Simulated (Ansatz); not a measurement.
**Computed properties of InSb**

InSb (rock salt, Fm-3m), a = 6.0371 Å, b = 6.0371 Å, c = 6.0371 Å, α = 90.00°, β = 90.00°, γ = 90.00°; the cell used has 2 atoms.

Space group Fm-3m (No. 225), rock salt; conventional cell a = b = c = 6.0371 Å, α = β = γ = 90.00°.

Method: PBEsol in the plane-wave PAW code Ansatz. Structure relaxed to zero pressure with the same functional. Other levels are named where they apply.

Cell and energy:

- Volume per atom: 27.50 Å³
- Density: 7.14 g/cm³
- Formation energy from the elements (no fitted shifts): 0.006 eV/atom

Electronic structure:

* **Electronic character**: metallic (no gap)
* **Density of states at the Fermi level**: 0.61 states/eV per atom (mean over ±0.08 eV)
* **Gap with spin–orbit coupling**: none (metallic)

Mechanics:

- Bulk modulus (Birch–Murnaghan fit): 56.2 GPa
- Pressure derivative B′: 4.8
- Elastic constants (relaxed ions, GPa): C11 = 120, C12 = 23.8, C44 = 6.2
- Mechanical stability: stable (all eigenvalues of C positive)
- Hill bulk and shear moduli: 56.0 and 16.3 GPa
- Young's modulus: 44.5 GPa
- Poisson's ratio: 0.37
- Debye temperature from the elastic constants: 168 K

Phonons:

* **Highest zone-centre frequency**: 108 cm⁻¹
* **Zone-centre stability**: no imaginary mode at Γ

The first step of the workflow began from a Materials Project structure, measured or hypothetical; the Crystallography Open Database copy checked does not list it. It is not the phase usual at ambient conditions (space group No. 216). The PBEsol relaxation kept the symmetry of its start. As this level gives no gap, shear constants depend on the k-mesh and smearing (Fermi–Dirac, 0.1 eV here). As this level gives no gap, phonon frequencies hold no LO–TO term and depend on the k-mesh and smearing (Fermi–Dirac, 0.1 eV here). The references are the lowest solids computed at this level, not always the standard phases. Spin–orbit coupling is left out wherever it is not named.

Potentials: the later of the program's two PAW sets.
